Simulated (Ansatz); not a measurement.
NaGeBr3 in the cubic perovskite structure, relaxed with r2SCAN in Ansatz: it is cubic, Pm-3m (No. 221); conventional cell a = 5.473 Å, 32.79 Å³ an atom. Around Na lie 12 Br at 3.87 Å; around Ge lie 6 Br at 2.74 Å; around Br lie 2 Ge at 2.74 Å and 4 Na at 3.87 Å. The cell was then strained (x, y and z are the cube axes), with the atoms relaxed again; stress is positive in compression. Spin-unpolarised throughout. Whether this structure exists isn't addressed.

- Isotropic +1.5 % on every length: the pressure changes by -0.98 GPa, and the HSE06 gap (R) goes from 0.864 to 1.113 eV.
- Epitaxial strain of +2.0 % in the (001) plane: the free normal strain is -0.62 % and the in-plane stress changes by -1.07 GPa.

(1) What bulk modulus does the isotropic step give?

(2) Give the volume deformation potential of that gap and its pressure coefficient.

(3) What do the film's normal strain and stress say about the elastic constants?

(4) How much elastic energy does the film store, with 32.79 Å³ an atom?

Results:

(1) Δ ln V = 3 ln(1.0150) = +0.0447, so B ≈ −ΔP/Δ ln V = 22 GPa.

(2) a_V = ΔE_g/Δ ln V = (+0.249)/(+0.0447) = +5.57 eV; dE_g/dP = −a_V/B = -254 meV/GPa, with HSE06's gap and r2SCAN's modulus.

(3) ε⊥/ε∥ = (-0.0062)/(+0.0200) = -0.31, which linear elasticity sets to −2C₁₂/C₁₁. The biaxial modulus is M = −Δσ/ε∥ = 54 GPa.

(4) u = M ε∥² = −Δσ ε∥ = +1.07 × (+0.0200) = 0.0214 GPa, and 1 GPa Å³ is 6.2415 meV: 4.38 meV an atom.

Spin-orbit coupling is left out.

The meshes of the hybrids are coarse, so their gaps aren't converged to the digits shown.
